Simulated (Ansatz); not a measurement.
**TiCo2 under pressure**

These are results of Ansatz 0.2.0, DFT LDA, scalar-relativistic, plane waves, PAW, not measurements. Plane waves to 420 eV; Γ-centred k mesh 10×10×10; Fermi-Dirac smearing of 0.15 eV. No spin polarisation. Phonons by linear response, acoustic sum rule imposed.

Equilibrium structure at this level:
```xyz
6
Lattice="0.0000 3.2474 3.2474 3.2474 0.0000 3.2474 3.2474 3.2474 0.0000" Properties=species:S:1:pos:R:3 pbc="T T T"
Ti    3.2474    3.2474    3.2474
Ti    4.8711    4.8711    4.8711
Co    0.8119    0.8119    0.8119
Co    0.8119    2.4356    2.4356
Co    2.4356    2.4356    0.8119
Co    2.4356    0.8119    2.4356
```

In a metal, frequencies and elastic constants depend on the k mesh and the smearing, soft modes and shear constants most. Spin polarisation was left out, and a magnetic state may lie lower.

Optical modes at Γ (cm⁻¹) at zero pressure: 13i, 163, 211, 242, 312, 407.

Under hydrostatic pressure the same modes lie at 28i, 174, 222, 252, 328, 427 cm⁻¹. What is the pressure, and how much has the cell shrunk?

Answers

6 GPa; the volume is 2.3 % smaller.